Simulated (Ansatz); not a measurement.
**What DFT gives for Cu2SiO4**

```
CELL_PARAMETERS angstrom
0.00000 4.19143 4.19143
4.19143 0.00000 4.19143
4.19143 4.19143 0.00000
ATOMIC_POSITIONS crystal
Cu 0.50000 0.50000 0.50000
Cu 0.00000 0.50000 0.50000
Cu 0.50000 0.50000 0.00000
Cu 0.50000 0.00000 0.50000
Si 0.12500 0.12500 0.12500
Si 0.87500 0.87500 0.87500
O 0.24350 0.24350 0.24350
O 0.23050 0.75650 0.75650
O 0.24350 0.24350 0.76950
O 0.75650 0.23050 0.75650
O 0.76950 0.24350 0.24350
O 0.75650 0.75650 0.75650
O 0.24350 0.76950 0.24350
O 0.75650 0.75650 0.23050
```

Level: r2SCAN, no spin polarisation; 500 eV; 7×7×7 Γ-centred mesh; gaussian occupations (width 0.1365 eV); Ansatz 0.2.0, fixed geometry.

(1) Is the cell too large or too small?

(2) Metal or insulator?

(3) Is it stable against the elements?

(4) Give the Bader charges.

(5) Where is the largest force?

Origin: a known structure type with other elements, at an estimated volume, so it need not be a known compound. Caveats: many states at the Fermi level without spin polarisation, so a magnetic state may lie lower; atoms or cell far from equilibrium.

Answers

(1) The pressure is -17.7 GPa (compression positive), so with the atoms held at these fractions the cell would first shrink; the forces are large, so a full relaxation may end otherwise.

(2) It is a metal, with about 19 states/eV a cell as the mean within 0.25 eV of the Fermi level, mostly Cu d (58 %) and O p (39 %).

(3) -1.40 eV an atom against the elements' usual phases (free molecules for gases, crystals otherwise, with no correction for O₂ or N₂), so it is bound against them; other compounds may still compete. Relaxing would lower it.

(4) Bader charges in e: Si +3.22, Cu +1.17, O -1.39. In the mean Si gives up most and O takes most.

(5) The largest is on O11 (and as large on other atoms): 1.00 eV/Å, components (-0.58, 0.58, 0.58). It makes 0° with the line to a nearest neighbour, Si5 at 1.72 Å, pointing towards it.
